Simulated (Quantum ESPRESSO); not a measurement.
InNbAl4SnHf, input and log of a self-consistent run

A calculation, not a measurement. The program is pw.x of Quantum ESPRESSO 7.5 (plane-wave density functional theory). The cell is made up: eight metal atoms on a hexagonal close-packed lattice, with elements, volume, strain and displacements drawn at random and not relaxed, so it may be unstable or far from any real phase. PseudoDojo standard norm-conserving files set the functional (PBE unless stated); there is no spin polarisation or spin-orbit coupling, the Fermi-Dirac width of 0.25 eV means electrons at about 2900 K, and the masses in the input are unused placeholders. The tin pseudopotential is less sure than most, with forces differing by about three percent from a second method on plain tin. Heavy elements are run without spin-orbit coupling, which real alloys of them have. A spin test at this wide smearing found no moment, but such smearing suppresses magnetism that the real alloy may have.

Input:

```
&control calculation='scf', pseudo_dir='./dojo.nc.sr.pbe.v0_5.standard.upf', outdir='./o', disk_io='minimal', tprnfor=.true., tstress=.true. /
&system ibrav=0, nat=8, ntyp=5, nbnd=42, ecutwfc=82.02448710, nosym=.true., tot_charge=0,
 occupations='smearing', smearing='fd', degauss=0.0183746611
/
&electrons conv_thr=1.470e-08, electron_maxstep=70, mixing_beta=0.5 /
ATOMIC_SPECIES
Al 1.0 Al.upf
Hf 1.0 Hf.upf
In 1.0 In.upf
Nb 1.0 Nb.upf
Sn 1.0 Sn.upf
CELL_PARAMETERS angstrom
3.0312 -0.022 -0.0192
1.5647 -2.559 -4.7897
1.4885 7.7571 -4.8584
ATOMIC_POSITIONS angstrom
In 0.0793 0.0531 0.1545
Nb 1.4625 2.476 -4.8269
Al 1.5485 -0.8728 -2.4384
Sn 3.1785 1.7647 -7.2239
Al 2.9968 4.974 -4.795
Al 3.0281 0.0576 -4.7533
Al 3.2001 1.6465 -2.3276
Hf 4.4949 4.3319 -7.2689
K_POINTS automatic
8 4 3 1 1 1
```

The log is shortened where brackets say so; the opening notice, blank lines, dates and the lines on written files are dropped, and the path of the files is cut. It prints rydbergs, bohrs and kilobars, and counts compression as positive stress. Its total energy is the free energy E - TS of the whole cell.

```
     Program PWSCF v.7.5
     Parallel version (MPI & OpenMP), running on       4 processor cores
     Number of MPI processes:                 4
     Threads/MPI process:                     1
     [start-up lines left out]
     bravais-lattice index     =            0
     lattice parameter (alat)  =       5.7284  a.u.
     unit-cell volume          =    1012.1896 (a.u.)^3
     number of atoms/cell      =            8
     number of atomic types    =            5
     number of electrons       =        64.00
     number of Kohn-Sham states=           42
     kinetic-energy cutoff     =      82.0245  Ry
     charge density cutoff     =     328.0979  Ry
     scf convergence threshold =      1.5E-08
     mixing beta               =       0.5000
     number of iterations used =            8  plain     mixing
     Exchange-correlation= PBE
                           (   1   4   3   4   0   0   0)
     [axes and pseudopotential details left out]
   Cartesian axes
     site n.     atom                  positions (alat units)
         1        In     tau(   1) = (   0.0261600   0.0175170   0.0509675  )
         2        Nb     tau(   2) = (   0.4824598   0.8168003  -1.5923318  )
         3        Al     tau(   3) = (   0.5108301  -0.2879254  -0.8043966  )
         4        Sn     tau(   4) = (   1.0485460   0.5821517  -2.3830710  )
         5        Al     tau(   5) = (   0.9886055   1.6408582  -1.5818084  )
         6        Al     tau(   6) = (   0.9989310   0.0190015  -1.5680521  )
         7        Al     tau(   7) = (   1.0556715   0.5431590  -0.7678451  )
         8        Hf     tau(   8) = (   1.4828093   1.4290377  -2.3979159  )
     number of k points=    48  Fermi-Dirac smearing, width (Ry)=  0.0184
                       cart. coord. in units 2pi/alat
        k(    1) = (   0.0621780   0.0122676  -0.0653529), wk =   0.0416667
        k(    2) = (   0.0614202  -0.1829421   0.0386946), wk =   0.0416667
     [further k points left out]
     Dense  grid:   101643 G-vectors     FFT dimensions: (  36,  64, 108)
     Estimated max dynamical RAM per process >     258.58 MB
     Estimated total dynamical RAM >     959.89 MB
     Initial potential from superposition of free atoms
     starting charge      63.9806, renormalised to      64.0000
     Starting wfcs are   54 randomized atomic wfcs
     total cpu time spent up to now is        7.1 secs
     per-process dynamical memory:   191.9 Mb
     Self-consistent Calculation
     iteration #  1     ecut=    82.02 Ry     beta= 0.50
     Davidson diagonalization with overlap
     ethr =  1.00E-02,  avg # of iterations =  3.0
     Threshold (ethr) on eigenvalues was too large:
     Diagonalizing with lowered threshold
     Davidson diagonalization with overlap
     ethr =  8.73E-04,  avg # of iterations =  2.3
     total cpu time spent up to now is       27.5 secs
     total energy              =    -546.17788868 Ry
     estimated scf accuracy    <       0.57931218 Ry
     iteration #  2     ecut=    82.02 Ry     beta= 0.50
     Davidson diagonalization with overlap
     ethr =  9.05E-04,  avg # of iterations =  6.5
     total cpu time spent up to now is       41.7 secs
     total energy              =    -545.59119346 Ry
     estimated scf accuracy    <      11.28866661 Ry
     iteration #  3     ecut=    82.02 Ry     beta= 0.50
     Davidson diagonalization with overlap
     ethr =  9.05E-04,  avg # of iterations =  4.9
     total cpu time spent up to now is       54.3 secs
     total energy              =    -546.38731424 Ry
     estimated scf accuracy    <       0.49775234 Ry
     iteration #  4     ecut=    82.02 Ry     beta= 0.50
     Davidson diagonalization with overlap
     ethr =  7.78E-04,  avg # of iterations =  2.2
     total cpu time spent up to now is       65.2 secs
     total energy              =    -546.42153598 Ry
     estimated scf accuracy    <       0.30391586 Ry
     iteration #  5     ecut=    82.02 Ry     beta= 0.50
     Davidson diagonalization with overlap
     ethr =  4.75E-04,  avg # of iterations =  1.7
     total cpu time spent up to now is       74.6 secs
     total energy              =    -546.44939663 Ry
     estimated scf accuracy    <       0.02434931 Ry
     [iterations 6 to 9 left out]
     iteration # 10     ecut=    82.02 Ry     beta= 0.50
     Davidson diagonalization with overlap
     ethr =  1.57E-08,  avg # of iterations =  2.9
     total cpu time spent up to now is      127.7 secs
     total energy              =    -546.45264252 Ry
     estimated scf accuracy    <       0.00000102 Ry
     iteration # 11     ecut=    82.02 Ry     beta= 0.50
     Davidson diagonalization with overlap
     ethr =  1.59E-09,  avg # of iterations =  4.5
     total cpu time spent up to now is      140.4 secs
     total energy              =    -546.45264281 Ry
     estimated scf accuracy    <       0.00000008 Ry
     iteration # 12     ecut=    82.02 Ry     beta= 0.50
     Davidson diagonalization with overlap
     ethr =  1.26E-10,  avg # of iterations =  3.5
     total cpu time spent up to now is      152.2 secs
     total energy              =    -546.45264282 Ry
     estimated scf accuracy    <       0.00000002 Ry
     iteration # 13     ecut=    82.02 Ry     beta= 0.50
     Davidson diagonalization with overlap
     ethr =  3.77E-11,  avg # of iterations =  2.8
     total cpu time spent up to now is      163.2 secs
     total energy              =    -546.45264283 Ry
     estimated scf accuracy    <       0.00000004 Ry
     iteration # 14     ecut=    82.02 Ry     beta= 0.50
     Davidson diagonalization with overlap
     ethr =  3.77E-11,  avg # of iterations =  1.9
     total cpu time spent up to now is      172.3 secs
     End of self-consistent calculation
     [lines on levels left out]
!    total energy              =    -546.45264282 Ry
     estimated scf accuracy    <          8.6E-09 Ry
     smearing contrib. (-TS)   =      -0.06953084 Ry
     internal energy E=F+TS    =    -546.38311198 Ry
     The total energy is F=E-TS. E is the sum of the following terms:
     one-electron contribution =    -228.04851717 Ry
     hartree contribution      =     150.46114845 Ry
     xc contribution           =    -147.73528176 Ry
     ewald contribution        =    -321.06046151 Ry
     convergence has been achieved in  14 iterations
     Forces acting on atoms (cartesian axes, Ry/au):
     atom    1 type  3   force =    -0.01411060   -0.01006194   -0.07876076
     atom    2 type  4   force =     0.01780446    0.01203962    0.05419340
     atom    3 type  1   force =    -0.00119911    0.01504198    0.02742386
     atom    4 type  5   force =    -0.02421897   -0.02491025   -0.01184509
     atom    5 type  1   force =     0.00357717    0.00153014   -0.02531670
     atom    6 type  1   force =     0.00211722    0.01271860    0.00338150
     atom    7 type  1   force =    -0.00851143   -0.01004531   -0.02011252
     atom    8 type  2   force =     0.02454126    0.00368717    0.05103631
     Total force =     0.129853     Total SCF correction =     0.000523
     Computing stress (Cartesian axis) and pressure
          total   stress  (Ry/bohr**3)                   (kbar)     P=       48.60
   0.00029663   0.00004780   0.00008310           43.64        7.03       12.22
   0.00004780   0.00030980   0.00012527            7.03       45.57       18.43
   0.00008310   0.00012527   0.00038470           12.22       18.43       56.59
     init_run     :      5.99s CPU      6.36s WALL (       1 calls)
     electrons    :    163.68s CPU    165.28s WALL (       1 calls)
     forces       :      2.07s CPU      2.13s WALL (       1 calls)
     stress       :      7.66s CPU      7.67s WALL (       1 calls)
     [timing details left out]
     PWSCF        :   3m 0.16s CPU   3m 2.29s WALL
     JOB DONE.
```

In other units: free energy -7434.867 eV for the cell, pressure 4.86 GPa, largest force component 2.025 eV/Å in size. The run took 184 s of wall time with four MPI processes on a shared machine (AMD EPYC, older, virtual cores), so the time is rough. A rerun of this cell at a higher cutoff and on a denser mesh moved values by no more than 0.007 eV in energy, 0.22 GPa in stress and 0.018 eV/Å in force, and a second program with other atomic files agreed on that cell to 2 % rms in force and 0.5 GPa in pressure.